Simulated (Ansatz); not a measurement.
BeS (rock salt, Fm-3m) under volume change, the program Ansatz at the PBE level (PAW), scaled uniformly.

| V (Å³/atom) | E − E(relaxed) (meV/atom) | P (GPa) |
|---|---|---|
| 11.285 | [?] | [?] |
| 11.657 | 16.6 | 7.50 |
| 12.029 | 4.0 | 3.48 |
| 12.401 | 0.0 | 0.01 |
| 12.773 | 3.6 | -3.00 |
| 13.145 | [?] | [?] |
| 13.517 | 29.3 | -7.85 |

### Question
What belongs in the gaps?

### Answer

- 13.145, E − E(relaxed) (meV/atom): 13.6
- 13.145, P (GPa): -5.60
- 11.285, E − E(relaxed) (meV/atom): 39.3
- 11.285, P (GPa): 12.16

### Question
What does a third-order Birch–Murnaghan fit give for V₀, B₀ and B′?

### Answer
V₀ = 12.40 Å³/atom, B₀ = 108 GPa, B′ = 3.8.

A made-up cell: these elements were put on the sites of a structure type; neither database checked (COD, Materials Project) lists it. COD files the formula under space group No. 216, so this cell is another polymorph or a model. Its standing as an ambient phase is unchecked. Symmetry was held in the PBE relaxation; whether a distortion lowers the energy is not shown.

Potentials: the later of the program's two PAW sets.
